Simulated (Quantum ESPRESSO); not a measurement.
# Computed records: AlSi$_{7}$ (made-up cell), Ca$_{2}$MgZnO$_{4}$ (made-up cell)

Computed with Quantum ESPRESSO 7.5. Calculation on a made-up crystal cell, not a measurement: periodic Kohn-Sham density functional theory in plane waves with PseudoDojo standard norm-conserving scalar-relativistic pseudopotentials, each functional with its own files (v0.5 for PBE, v0.4.1 for LDA and PBEsol), no spin polarisation, no spin-orbit coupling, atoms not relaxed, stress positive in tension, energies less a fixed whole-eV offset for each atom's element; levels are Kohn-Sham levels at fractions of this cell's reciprocal vectors, counted from the reference band (half the neutral cell's valence electrons, rounded up) at Gamma; error bars cover cutoff and k-mesh only, not smearing or the files; added strain carries the atoms with the cell, and shear is the tensor component; each bar is the largest change over components, and at least 0.002 eV, 0.002 eV per angstrom or 0.02 GPa; energies are for the whole cell, and the offsets were chosen from early runs and are not element reference energies.

Settings shared by all entries: functional pbe; scf tolerance 1e-07 eV; electrons removed 0.

(1) AlSi$_{7}$ (made-up cell)

```
AlSi7
1.0
      5.4759     0.0085    -0.0300
      0.0085     5.3675    -0.0808
     -0.0300    -0.0808     5.5047
Si Al Si
2 1 5
Direct
  0.00203 0.00498 0.00539
  0.00321 0.49640 0.49972
  0.50416 -0.00667 0.49263
  0.49429 0.49893 -0.00989
  0.24949 0.25656 0.25253
  0.24628 0.74693 0.74423
  0.74355 0.25135 0.74564
  0.73920 0.74967 0.25443
```

It was run with lattice type zincblende/diamond, cutoff 544 eV, fermi dirac smearing 0.1 eV and k mesh 6 x 6 x 6, shifted by half a step.

Atoms:
| atoms element | atom site | atom energy offset (eV) |
| --- | --- | --- |
| Si | 1 | -115 |
| Si | 2 | -115 |
| Al | 3 | -64 |
| Si | 4 | -115 |
| Si | 5 | -115 |
| Si | 6 | -115 |
| Si | 7 | -115 |
| Si | 8 | -115 |

(2) Ca$_{2}$MgZnO$_{4}$ (made-up cell)

```
Ca2MgZnO4
1.0
      4.6201     0.0000     0.0000
      0.0000     4.6201     0.0000
      0.0000     0.0000     4.6201
Ca Zn Mg Ca O
1 1 1 1 4
Direct
  0.02284 -0.00626 0.00827
  -0.03727 0.48646 0.50330
  0.47568 0.01212 0.48458
  0.48679 0.50308 -0.00195
  0.49750 0.01584 0.01032
  0.50919 0.48757 0.49304
  1.00294 -0.02409 0.47289
  0.99442 0.52109 -0.00911
```

Here we set lattice type rocksalt, cutoff 1143 eV, fermi dirac smearing 0.025 eV and k mesh 4 x 4 x 4, shifted by half a step.

Atoms:
| atoms element | atom site | atom energy offset (eV) |
| --- | --- | --- |
| Ca | 1 | -1055 |
| Zn | 2 | -5687 |
| Mg | 3 | -1617 |
| Ca | 4 | -1055 |
| O | 5 | -452 |
| O | 6 | -452 |
| O | 7 | -452 |
| O | 8 | -452 |

## Withheld values
1. Estimate the stress xz of AlSi$_{7}$ (made-up cell) (entry 1).
2. Give the missing stress yz for AlSi$_{7}$ (made-up cell) (entry 1).
3. Give the table of forces values for AlSi$_{7}$ (made-up cell) (entry 1).
4. Estimate the pressure of Ca$_{2}$MgZnO$_{4}$ (made-up cell) (entry 2).
5. Estimate the stress zz of Ca$_{2}$MgZnO$_{4}$ (made-up cell) (entry 2).
6. Give the table of forces values for Ca$_{2}$MgZnO$_{4}$ (made-up cell) (entry 2).

## Answers
1. -0.04858 GPa
2. -4.634 GPa
3. 
Forces:
| site | x (eV/Å) | y (eV/Å) | z (eV/Å) |
| --- | --- | --- | --- |
| 1 | -0.6205 | -0.447 | -0.2982 |
| 2 | -0.9886 | 0.1377 | -0.06432 |
| 3 | -1.238 | 0.5063 | 0.6709 |
| 4 | -0.135 | 0.0808 | 0.4519 |
| 5 | 0.2297 | 0.1184 | -0.6632 |
| 6 | -0.1444 | 0.3796 | 0.7268 |
| 7 | 1.15 | 0.2102 | 0.6114 |
| 8 | 1.747 | -0.9859 | -1.435 |
4. 0.4193 GPa
5. -0.2402 GPa
6. 
Forces:
| site | x (eV/Å) | y (eV/Å) | z (eV/Å) |
| --- | --- | --- | --- |
| 1 | -1.561 | 0.737 | -1.21 |
| 2 | -0.0452 | 0.39 | 0.0673 |
| 3 | 0.4475 | -0.1122 | 0.0338 |
| 4 | 0.6232 | 0.2626 | -0.1891 |
| 5 | 0.3934 | -0.4574 | -0.1539 |
| 6 | 0.02785 | -0.09125 | 0.2307 |
| 7 | 0.1936 | 0.4092 | 1.489 |
| 8 | -0.07908 | -1.138 | -0.2678 |

Further results for AlSi$_{7}$ (made-up cell) (entry 1):

- free energy less offsets: 1.374 eV
- smearing term minus ts: -0.09841 eV
- scf iterations: 9
- pressure: 4.608 GPa
- stress xx: -4.172 GPa
- stress yy: -5.649 GPa
- stress zz: -4.002 GPa
- stress xy: 1.1 GPa
- fermi level: -0.8301 eV
- reference band: 16
- error bar energy: 0.01162 eV
- error bar stress: 0.07197 GPa
- error bar force: 0.0141 eV/Å
- error bar next band up: 0.002 eV
- error bar fermi level: 0.00484 eV
- error bars from: tighter rerun of a related cell

Levels:
| level k point | next band up (eV) |
| --- | --- |
| Gamma | 0.1104 |
| (1/2,1/2,1/2) | 0.9411 |
| (0.15,0,0) | 0.2976 |
| (0,0.15,0) | 0.09973 |
| (0,0,0.15) | 0.3469 |

Further results for Ca$_{2}$MgZnO$_{4}$ (made-up cell) (entry 2):

* free energy less offsets: 0.7668 eV
* smearing term minus ts: 0 eV
* scf iterations: 12
* stress xx: -0.9825 GPa
* stress yy: -0.0351 GPa
* stress yz: 0.04515 GPa
* stress xz: -0.05799 GPa
* stress xy: 0.03327 GPa
* error bar energy: 0.002 eV
* error bar stress: 0.03696 GPa
* error bar force: 0.002627 eV/Å
* error bars from: tighter rerun of a related cell
